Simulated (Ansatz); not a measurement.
# Calculated quadrupolar parameters for SnO at a changed volume

The cell is a measured structure from the Crystallography Open Database (COD), relaxed with PBE at fixed cell and then changed (volume scaled by 1.06, ions relaxed).

```cif
data_structure
_symmetry_space_group_name_H-M 'P 1'
_symmetry_Int_Tables_number 1
_cell_length_a 3.8731
_cell_length_b 3.8731
_cell_length_c 4.9357
_cell_angle_alpha 90.000
_cell_angle_beta 90.000
_cell_angle_gamma 90.000
_cell_volume 74.04
loop_
_atom_site_label
_atom_site_type_symbol
_atom_site_fract_x
_atom_site_fract_y
_atom_site_fract_z
_atom_site_occupancy
Sn1 Sn 0.50000 0.00000 0.23370 1
Sn2 Sn 0.00000 0.50000 0.76630 1
O3 O 0.00000 0.00000 0.00000 1
O4 O 0.50000 0.50000 0.00000 1
```

Atom numbers follow the list; atoms alike are taken as one site, whose name carries the number of the first.

Method: Kohn–Sham DFT in Ansatz, PBE, plane waves and PAW, scalar-relativistic, 420 eV cutoff, Γ-centred 12×12×10 k-points, Fermi–Dirac smearing 0.05 eV.

Conventions: |V_zz| ≥ |V_yy| ≥ |V_xx|, η = (V_xx − V_yy)/V_zz, C_Q = eQV_zz/h.

¹⁷O: I = 5/2, Q = -25.58 mb. Q values from Pyykkö, Mol. Phys. 116, 1328 (2018).

```tsv
site	atoms (order as listed)	first shell	V_xx, V_yy, V_zz (10²¹ V/m²)	η	C_Q (MHz)
Sn	1, 2	4 O at 2.25 Å	8.20, 8.20, -16.39	0.00	–
O	3, 4	4 Sn at 2.25 Å	0.12, 0.12, -0.24	0.00	0.146
```

An axis of threefold or higher order runs through Sn and O, so V_zz lies along it and η is zero.

Sn has no stable isotope with a ground-state quadrupole moment in the table, so no C_Q is given.

Without spin–orbit coupling (the program notes it for Sn) the gradients can shift somewhat, as the gap is small. With a gap of 0.4 eV under a smearing of 0.05 eV the band edges are partly filled, so small gradients can hang on the smearing and the k-mesh.

The relaxation (5 steps) took 34 s of wall time (34 s of CPU time) and 0.62 GiB at its peak, on 1 thread of Intel Xeon 6975P-C (Granite Rapids) (x86_64; 16 cores open to the job, memory cap 3.0 GiB, no GPU), a shared host with a load of 0.6 a core.
